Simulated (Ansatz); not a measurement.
Sc₄N₃O in space group Pm-3m (No. 221; Sc on 3c, Sc on 1a, O on 1b, N on 3d), a = 4.4802 Å, b = 4.4802 Å, c = 4.4802 Å, α = 90.00°, β = 90.00°, γ = 90.00°.

Relaxed with r²SCAN.

Task: Tabulate the valence density and the electron localisation function along the shortest Sc–Sc contact (3.17 Å), the program Ansatz at the r²SCAN level (PAW).

Result: 

| distance from Sc (Å) | density (e/Å³) | ELF |
|---|---|---|
| 0.32 | 7.18 | 0.36 |
| 0.48 | 5.00 | 0.63 |
| 0.63 | 2.67 | 0.70 |
| 0.79 | 1.08 | 0.57 |
| 0.95 | 0.41 | 0.24 |
| 1.11 | 0.20 | 0.07 |
| 1.27 | 0.14 | 0.05 |
| 1.43 | 0.12 | 0.08 |
| 1.58 | 0.12 | 0.09 |
| 1.74 | 0.12 | 0.08 |
| 1.90 | 0.14 | 0.05 |
| 2.06 | 0.20 | 0.07 |
| 2.22 | 0.41 | 0.24 |
| 2.38 | 1.08 | 0.57 |
| 2.53 | 2.67 | 0.70 |
| 2.69 | 5.00 | 0.63 |
| 2.85 | 7.18 | 0.36 |

The density is the valence pseudo-density with augmentation charge, so density and ELF within about 1 Å of a nucleus are not all-electron values.

The start of the workflow was typed in or built on a structure type; neither database checked (COD, Materials Project) lists it. Its standing as an ambient phase is unchecked. The r²SCAN relaxation kept the symmetry of its start; its stability against distortions is not shown here. No spin polarisation was allowed.

Potentials: the earlier of the program's two PAW sets. The files were generated under PBE; for other functionals the program regenerates the frozen cores, and for LDA and PBEsol the local potential too.
